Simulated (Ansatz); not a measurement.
La: computed property card

La:
```
La
1.0
    3.58435     0.00000     0.00000
   -1.79218     3.10414     0.00000
    0.00000     0.00000    11.56087
La
4
Direct
  0.00000   0.00000   0.00000
  0.00000   0.00000   0.50000
  0.33333   0.66667   0.25000
  0.66667   0.33333   0.75000
```

Space group P6_3/mmc (No. 194), dhcp (α-La type); conventional cell a = 3.5844 Å, b = 3.5844 Å, c = 11.5609 Å, α = 90.00°, β = 90.00°, γ = 120.00°.

Method: DFT-LDA in the program Ansatz with PAW potentials. Structure relaxed to zero pressure with the same functional. Other levels are named where they apply.

**Cell and energy**

```json
{
  "volume_per_atom": "32.16 Å³",
  "density": "7.17 g/cm³"
}
```

**Electronic structure**

```json
{
 "electronic_character": "metallic (no gap)",
 "Density of states at the Fermi level": "1.4 states/eV per atom (mean over ±0.08 eV)"
}
```

**Mechanics**

```json
{
 "Bulk modulus (Birch–Murnaghan fit)": "29.6 GPa",
 "Pressure derivative B′": "2.9",
 "Elastic constants (relaxed ions, GPa)": "C11 = 60.6, C12 = 18.4, C13 = 10.0, C33 = 67.5, C44 = 16.4",
 "mechanical_stability": "stable (all eigenvalues of C positive)",
 "hill_bulk_and_shear_moduli": "29.5 and 20.3 GPa",
 "Young's modulus": "49.6 GPa",
 "Poisson's ratio": "0.22",
 "debye_temperature_from_the_elastic_constants": "174 K"
}
```

**Phonons**

```json
{
  "highest_zone_centre_frequency": "84 cm^-1",
  "zone_centre_stability": "no imaginary mode at Γ"
}
```

The LDA relaxation kept the symmetry of its start. As this level gives no gap, shear constants depend on the k-mesh and smearing (Fermi–Dirac, 0.1 eV here). As this level gives no gap, phonon frequencies hold no LO–TO term and depend on the k-mesh and smearing (Fermi–Dirac, 0.1 eV here). Axis ratios of metals converge slowly with the k-mesh, so a and c are less sure than the volume. Spin–orbit coupling is left out wherever it is not named.

Potentials: the earlier of the program's two PAW sets.
